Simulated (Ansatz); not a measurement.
The start is a randomly generated symmetric cell of VSi2 (space group No. 65). A full variable-cell relaxation at zero pressure is run with PBE (plane waves to 420 eV, PAW, scalar-relativistic; Ansatz, a quantum-chemistry and plane-wave program). The first steps use a coarse 8×8×5 k-mesh.

Starting cell:
```
VSi2
1.0
    2.03924    -2.23873     0.00000
    2.03924     2.23873     0.00000
    0.00000     0.00000     5.12562
Si V
2 1
Cartesian
  2.03924   0.00000   2.56281
  2.03924   0.00000   0.00000
  0.00000   0.00000   0.00000
```
Spin-polarised start, with parallel moments on V.

| Item | Value |
|---|---|
| Initial pressure | +27 GPa (positive: the cell is compressed) |
| Outcome | The space group goes from Cmmm (No. 65) to P4/mmm (No. 123), with 3 atoms in the primitive magnetic cell |
| Energy released | 0.48 eV/atom |
| Volume change | +15.7 %, from 15.60 to 18.05 Å³/atom |
| Band gap at the end | zero (metallic) |
| Optimiser moves | 15 |

Final structure:

Space group P4/mmm (No. 123); a = b = 3.363 Å, c = 4.787 Å, α = β = γ = 90.00°

| atom | site | symmetry | x | y | z |
|---|---|---|---|---|---|
| Si | 1d | 4/mmm | 0.5000 | 0.5000 | 0.5000 |
| Si | 1c | 4/mmm | 0.5000 | 0.5000 | 0.0000 |
| V | 1a | 4/mmm | 0.0000 | 0.0000 | 0.0000 |

Final values are on a 14×14×10 k-mesh of the relaxed cell. Spin state reached: ferromagnetic (net 0.38 μB/atom), from parallel starting moments; other spin orders were not run from this start.

The run could not lose the symmetry of its start: the end is stationary, and may be a saddle point rather than a minimum.

All atoms sit on sites fixed by symmetry, so only the cell could relax.

The relaxed structure here is a generated cell of VSi2: the first start was made by a random draw of sites in a space group, and the end was not matched to a known phase here, so it may be hypothetical.
